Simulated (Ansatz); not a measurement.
Values for one crystal, relaxed and computed with DFT-PBEsol in the program Ansatz with PAW potentials; other levels are named.

| Item | Result |
|---|---|
| Volume per atom | 22.51 Å³ |
| Electronic character | metallic (no gap) |
| Gap with spin–orbit coupling | none (metallic) |
| Young's modulus | 93.7 GPa |
| Elastic constants (relaxed ions, GPa) | C11 = 175, C12 = 65.4, C44 = 25.5 |
| Mechanical stability | stable (all eigenvalues of C positive) |
| Poisson's ratio | 0.35 |

Which compound is it?
A) Cu3PdN, anti-perovskite
B) BP, P6_422 (B on 3c, P on 3d)
C) SnSb, rock salt
D) Sb2Pd, Pa-3 (Sb on 8c, Pd on 4a)

D, Sb2Pd, Pa-3 (Sb on 8c, Pd on 4a)

The first step of the workflow began from a Materials Project structure, measured or hypothetical; the Crystallography Open Database files this formula in space group No. 205, but the cells were not matched. Its standing as an ambient phase is unchecked. Symmetry was held in the PBEsol relaxation; whether a distortion lowers the energy is not shown. No spin polarisation was allowed. As this level gives no gap, shear constants depend on the k-mesh and smearing (Fermi–Dirac, 0.1 eV here). Spin–orbit coupling is left out wherever it is not named.

Potentials: the later of the program's two PAW sets.
